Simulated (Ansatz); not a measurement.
SiO2:
```yaml
crystal:
  lattice:
    - [4.92009, 0.00000, 0.00000]
    - [-2.46005, 4.26093, 0.00000]
    - [0.00000, 0.00000, 5.41601]
  atoms:
    - { symbol: Si, position: [0.00000, 0.46888, 0.33333] }
    - { symbol: Si, position: [0.53112, 0.53112, 0.00000] }
    - { symbol: Si, position: [0.46888, 0.00000, 0.66667] }
    - { symbol: O, position: [0.14394, 0.73082, 0.54889] }
    - { symbol: O, position: [0.26918, 0.41312, 0.21556] }
    - { symbol: O, position: [0.58688, 0.85606, 0.88222] }
    - { symbol: O, position: [0.73082, 0.14394, 0.45111] }
    - { symbol: O, position: [0.41312, 0.26918, 0.78444] }
    - { symbol: O, position: [0.85606, 0.58688, 0.11778] }
```

Relaxed with r²SCAN. Special points in fractions of this cell's reciprocal vectors: Γ (0.000, 0.000, 0.000); M (0.500, 0.000, 0.000); K (0.333, 0.333, 0.000); A (0.000, 0.000, 0.500); L (0.500, 0.000, 0.500); H (0.333, 0.333, 0.500).

Task: List the band energies nearest the valence-band maximum at these points for r²SCAN in the plane-wave PAW code Ansatz.

Result: In eV from the valence-band maximum; about four levels below and three above (degenerate sets whole), none deeper than 8.9 eV; points with the same levels are listed once.

```csv
k,below,above
Γ,-1.02 -1.02 -0.72 -0.30 -0.30,6.60 10.09 10.09
M,-1.03 -0.78 -0.27 -0.04,8.98 9.70 10.50
K,-1.22 -1.22 -0.44 -0.44 0.00,9.64 9.64 10.17
A,-1.22 -0.23 -0.23 -0.09,8.61 8.61 9.76
L,-0.89 -0.85 -0.60 -0.19,9.79 10.22 10.34
H,-0.94 -0.94 -0.76 -0.58 -0.58,9.94 10.51 10.51
```

Space group P3_221. Symmetry was held in the r²SCAN relaxation; phonons on a q-mesh show no instability.

Potentials: the earlier of the program's two PAW sets.
